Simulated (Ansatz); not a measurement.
Input and command of a plane-wave DFT calculation in Ansatz:

```yaml
crystal:
  lattice:
    - [-3.2875587781, 3.2875587781, 2.7365677312]
    - [3.2875587781, -3.2875587781, 2.7365677312]
    - [3.2875587781, 3.2875587781, -2.7365677312]
  atoms:
    - { symbol: Mg, position: [0.667, 0.167, 0.834] }
    - { symbol: Mg, position: [0.167, 0.333, 0.5] }
    - { symbol: Mg, position: [0.333, 0.833, 0.166] }
    - { symbol: Mg, position: [0.833, 0.667, 0.5] }
    - { symbol: S, position: [0.25, 0.25, 0.0] }
    - { symbol: S, position: [0.75, 0.75, 0.0] }
basis:
  ecutwfc: 420
kpoints:
  mp_grid: { grid: [4, 4, 4] }
hamiltonian:
  xc: pbe
scf:
  occupations: { method: gaussian, width: 0.1 }
  lower_state_search: "off"
output:
  forces: true
  stress: true
  eigenvalues: true
```

```bash
ansatz run input.yaml --threads 1 --pin off --max-ram 2560MiB --backend cpu --events-out ev --progress --plain --runs-dir out
```

Processor: Arm Neoverse V1, 1 thread, on a host shared with other jobs.

Question: How long does it run, and how much memory does it take?

Answer: About 3.2 s on 1 thread of Arm Neoverse V1 (shared host), peak memory 0.35 GiB. It solves 32 bands at 13 k points (the mesh reduced by the symmetry that the task leaves, which can be less than the crystal's) with about 2257 plane waves, in 6 SCF iterations.
